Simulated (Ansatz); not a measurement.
CaCu2S2, one structure, two calculations

Cell: a refined structure from the COD, ions relaxed with PBE at fixed cell.

```
Ca Cu S
1.0
     3.94000    0.00000    0.00000
    -1.97000    3.41214    0.00000
     0.00000    0.00000    6.52300
Ca Cu S
1 2 2
Direct
  0.00000 0.00000 0.00000
  0.33333 0.66667 0.37257
  0.66667 0.33333 0.62743
  0.33333 0.66667 0.74150
  0.66667 0.33333 0.25850
```

Atoms are numbered from 1 in the order listed; like atoms form one site, named after its first atom.

First run. Computed with Ansatz: DFT, PBE, plane waves and PAW, scalar-relativistic, 420 eV cutoff, Γ-centred 8×8×5 k-points, Fermi–Dirac smearing 0.02 eV.

| site | atom | V_zz (10²¹ V/m²) | η |
| --- | --- | --- | --- |
| Ca | 1 | -0.15 | 0.00 |
| Cu | 2 | 0.79 | 0.00 |
| S | 4 | -0.37 | 0.00 |

Second run. The same atoms and settings, except that the functional is LDA.

(1) Given the first result, estimate the second.

Answers

(1) 

```csv
site,atom,V_zz,η,change of V_zz
Ca,1,-0.13,0.00,+0.02
Cu,2,0.71,0.00,-0.08
S,4,-0.38,0.00,-0.01
```

The largest change of V_zz is on Cu, from 0.79 to 0.71. In per cent, |V_zz| changes by -10 on Cu (all sites that start above 0.5).

For the second run: At this cell the LDA pressure is -8 GPa, so with LDA the cell would shrink if it were relaxed. The largest force is 0.3 eV/Å, so the atoms aren't at the calculated equilibrium and relaxing them would move these values. With a gap of 0.9 eV on this mesh, small gradients can still move by 0.1 × 10²¹ V/m² or more as the k-mesh gets denser.
